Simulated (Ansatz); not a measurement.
Task: Each is relaxed and computed with the program Ansatz at the PBEsol level (PAW). Which is the only metal?
(A) WN2, Pca2_1 (W on 4a, N on 4a, N on 4a)
(B) BaMgF4, Cmc2_1 (Pearson symbol oS24)
(C) WO3, Pnma (W on 4c, O on 4c, O on 4c, O on 4c)
(D) Sb2W, Cmc2_1 (W on 4a, Sb on 4a, Sb on 4a)

Result: D, Sb2W, Cmc2_1 (W on 4a, Sb on 4a, Sb on 4a). Sb2W: metal; WO3: gap 1.12 eV (indirect); BaMgF4: gap 6.98 eV (indirect); WN2: gap 0.57 eV. Built on a structure type that need not be the filed one of that space group: WO3, Pnma (W on 4c, O on 4c, O on 4c, O on 4c). Typed or built starts, not in the databases checked: Sb2W, Cmc2_1 (W on 4a, Sb on 4a, Sb on 4a); WN2, Pca2_1 (W on 4a, N on 4a, N on 4a). Standing as an ambient phase not checked: WO3, Pnma (W on 4c, O on 4c, O on 4c, O on 4c); BaMgF4, Cmc2_1 (Pearson symbol oS24). Began spin-polarised and lost the moments: WO3, Pnma (W on 4c, O on 4c, O on 4c, O on 4c); WN2, Pca2_1 (W on 4a, N on 4a, N on 4a). Weakly bound layers, chains or molecules computed without a dispersion correction, so cells and soft constants are ill determined: WO3, Pnma (W on 4c, O on 4c, O on 4c, O on 4c). All cells were relaxed under the symmetry of their starts (and spin orders); stability against distortions was not tested throughout. Named crystals with no word on spin ran without spin polarisation. Spin–orbit coupling is left out wherever it is not named.

Potentials: the earlier of the program's two PAW sets. The files were generated under PBE; for other functionals the program regenerates the frozen cores, and for LDA and PBEsol the local potential too.
